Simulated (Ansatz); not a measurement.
Given:

Zr:
```
CELL_PARAMETERS angstrom
      3.18328     0.00000     0.00000
     -1.59164     2.75680     0.00000
      0.00000     0.00000     5.11806
ATOMIC_POSITIONS crystal
  Zr 0.33333 0.66667 0.75000
  Zr 0.66667 0.33333 0.25000
```

This is the PBEsol-relaxed structure. Cartesian axes are those of the cell as given.

Problem. All from PBEsol (plane waves, PAW; program Ansatz), unless another level is named. Give the Poisson's ratio.

Solution. 0.37.

Problem. What about the elastic constants (relaxed ions, GPa)?

Solution. C11 = 135, C12 = 79.2, C13 = 72.7, C33 = 172, C44 = 22.5.

Space group P6_3/mmc (hcp (Mg type)). Symmetry was held in the PBEsol relaxation. No spin polarisation was allowed. As this level gives no gap, shear constants depend on the k-mesh and smearing (Fermi–Dirac, 0.1 eV here).

Potentials: the later of the program's two PAW sets.
